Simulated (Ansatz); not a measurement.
As (bcc (W type), space group No. 229) at seven volumes, the program Ansatz at the r²SCAN level (PAW), scaled uniformly. One row is withheld.

```
V (Å³/atom)  P (GPa)
-----------  -------
17.150          9.31
17.716          5.74
18.281          2.75
18.846         -0.01
19.412         -2.37
19.977             ?
20.543         -5.98
```

Q: Fit the shown pressures and predict the withheld one.

A: P = (3/2)B₀(x^(7/2) − x^(5/2))[1 + (3/4)(B′ − 4)(x − 1)] with x = (V₀/V)^(2/3). Least squares on the six rows gives V₀ = 18.848 Å³/atom, B₀ = 82.4 GPa, B′ = 3.85. At V = 19.977, x = 0.9620 and P = -4.29 GPa. The run itself gave -4.37 GPa.

Space group Im-3m (bcc (W type)). A made-up cell: these elements were put on the sites of a structure type; neither database checked (COD, Materials Project) lists it. It is not the phase usual at ambient conditions (space group No. 166). The cell was relaxed with r²SCAN under the symmetry of its start; its stability against distortions is not shown here.

Potentials: the earlier of the program's two PAW sets.
